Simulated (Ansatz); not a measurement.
A relaxed cell of Sn is given with its symmetry left out. The cell was found from a structure generator's guess, not taken from experiment.

Computed with DFT PBE, scalar-relativistic, plane waves, PAW in Ansatz 0.2.0. Cutoff 420 eV, Γ-centred mesh, Gaussian smearing, no spin polarisation.

This is a two-dimensional sheet: the third axis spans vacuum and isn't periodic.

```
Sn
1.0
     2.96705    0.00000    0.00000
     0.00000    2.96703    0.00000
     0.00000    0.00000   23.80000
Sn
1
Direct
  0.00000 0.00000 0.29412
```

Energies count from the standard state of Sn at the same level. The references include grey tin.

(1) What layer group does it have?

(2) How far does it lie from the standard state of Sn?

(3) Is it a metal?

Results:

(1) p4/mmm (No. 61). In-plane cell: a = 2.967 Å, b = 2.967 Å, γ = 90.0°, thickness 0.00 Å between the outermost nuclei. Sn at height 0.00 Å has 4 Sn at 2.97 Å.

(2) +0.55 eV/atom. It lies above the standard state, so it could only be metastable.

(3) Yes, bands cross the Fermi level on the 18×18×1 mesh.

The last run used an 18×18×1 mesh for its 1-atom cell and Gaussian smearing of 0.10 eV. Symmetry constrained the relaxation, so the result can be a saddle point.
